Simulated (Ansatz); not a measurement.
# Two-dimensional strain map in W

The calculation used Ansatz, DFT r2SCAN, scalar-relativistic, plane waves, PAW. The runs took a 500 eV cutoff, a Γ-centred 14×14×14 mesh and Gaussian smearing (0.15 eV). The mesh is coarse. Spin–orbit coupling is left out, which can shift energies with elements as heavy as these. No spin polarisation. Energies are free energies at this smearing, counted from the undisturbed cell; pressure is positive in compression.

Reference structure (as given, not relaxed at this level; it stands at -7.1 GPa):

```xyz
1
Lattice="-1.5973 1.5973 1.5973 1.5973 -1.5973 1.5973 1.5973 1.5973 -1.5973" Properties=species:S:1:pos:R:3 pbc="T T T"
W     0.0000    0.0000    0.0000
```

The cell is strained by p along both x and y and by q along z, fractional coordinates fixed. Points are written (p, q).

Energy above the undisturbed cell in meV/atom (a dash: not computed):

```
 p \ q  -0.080  -0.040  0.000  0.040  0.080
-0.080   939.5   619.5  433.1  343.2  316.8
-0.040   362.0   157.9   64.4   62.1  127.3
 0.000   136.3    15.2    0.0   66.1  194.1
 0.040   167.2   118.6  160.9  278.4  451.5
 0.080   370.4   394.4  486.4  642.1  847.5
```

Pressure in GPa:

```csv
p \ q,-0.080,-0.040,0.000,0.040,0.080
-0.080,114.2,85.2,62.1,43.6,27.9
-0.040,60.1,38.3,21.0,7.0,-4.1
0.000,22.4,5.8,-7.1,-17.5,-25.6
0.040,-3.6,-16.4,-26.2,-33.7,-39.2
0.080,-21.3,-31.0,-38.3,-43.7,-47.4
```

Cost: 25 runs of about 3.7 core-minutes in all, on Intel Xeon Processor @ 2.50GHz (Skylake/Cascade Lake) (shared hosts).